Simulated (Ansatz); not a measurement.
The start is a generated trial cell of SiC in the 6H structure type. A full variable-cell relaxation at zero pressure is run with PBEsol (plane waves to 420 eV, PAW, scalar-relativistic; Ansatz, a quantum-chemistry and plane-wave program). The first steps use a coarse 7×7×2 k-mesh.

Initial structure:
```yaml
crystal:
  lattice:
    - [3.08129, 0.00000, 0.00000]
    - [-1.54064, 2.66848, 0.00000]
    - [0.00000, 0.00000, 15.11976]
  atoms:
    - { symbol: Si, position: [0.00000, 0.00000, 0.00000] }
    - { symbol: Si, position: [0.00000, 0.00000, 0.50000] }
    - { symbol: Si, position: [0.66667, 0.33333, 0.83325] }
    - { symbol: Si, position: [0.33333, 0.66667, 0.33325] }
    - { symbol: Si, position: [0.66667, 0.33333, 0.16650] }
    - { symbol: Si, position: [0.33333, 0.66667, 0.66650] }
    - { symbol: C, position: [0.00000, 0.00000, 0.87460] }
    - { symbol: C, position: [0.00000, 0.00000, 0.37460] }
    - { symbol: C, position: [0.66667, 0.33333, 0.70785] }
    - { symbol: C, position: [0.33333, 0.66667, 0.20785] }
    - { symbol: C, position: [0.66667, 0.33333, 0.04150] }
    - { symbol: C, position: [0.33333, 0.66667, 0.54150] }
```

How much energy is released per atom?

Under 1 meV/atom.

How do the shortest distances between atoms change?

The closest pairs of elements (up to four, under 3.6 Å), start → end: C–Si 1.89 → 1.88 Å; C–C 3.08 → 3.08 Å; Si–Si 3.08 → 3.08 Å.

What band gap does the relaxed structure have at this level?

1.92 eV, indirect (valence top at Γ, conduction bottom at M) (no spin-orbit coupling).

What does it relax into? Give the structure.


```cif
data_C6Si6
_chemical_formula_sum 'Si6 C6'
_space_group_name_H-M_alt 'P63mc'
_space_group_IT_number 186
_space_group_name_Hall 'P 6c -2c'
_cell_length_a 3.07890
_cell_length_b 3.07890
_cell_length_c 15.10688
_cell_angle_alpha 90.000
_cell_angle_beta 90.000
_cell_angle_gamma 120.000
loop_
_atom_site_label
_atom_site_type_symbol
_atom_site_symmetry_multiplicity
_atom_site_Wyckoff_symbol
_atom_site_fract_x
_atom_site_fract_y
_atom_site_fract_z
_atom_site_occupancy
Si1 Si 2 a 0.00000 0.00000 0.49982 1
Si2 Si 2 b 0.33333 0.66667 0.33310 1
Si3 Si 2 b 0.66667 0.33333 0.16660 1
C1 C 2 a 0.00000 0.00000 0.37447 1
C2 C 2 b 0.33333 0.66667 0.20810 1
C3 C 2 b 0.66667 0.33333 0.04161 1
```

The space group stays P6₃mc (No. 186) (the run could not lower it); the end is AFLOW prototype AB_hP12_186_a2b_a2b (B6, as in SiC), with 12 atoms in the primitive cell. Final values are on a 10×10×2 k-mesh of the relaxed cell. No spin polarisation in the result.

The run could not lose the symmetry of its start.

The first start was generated by placing the elements on the sites of a structure type. A measured structure of SiC has the same space group, P6₃mc (No. 186); the sites were not compared with it.
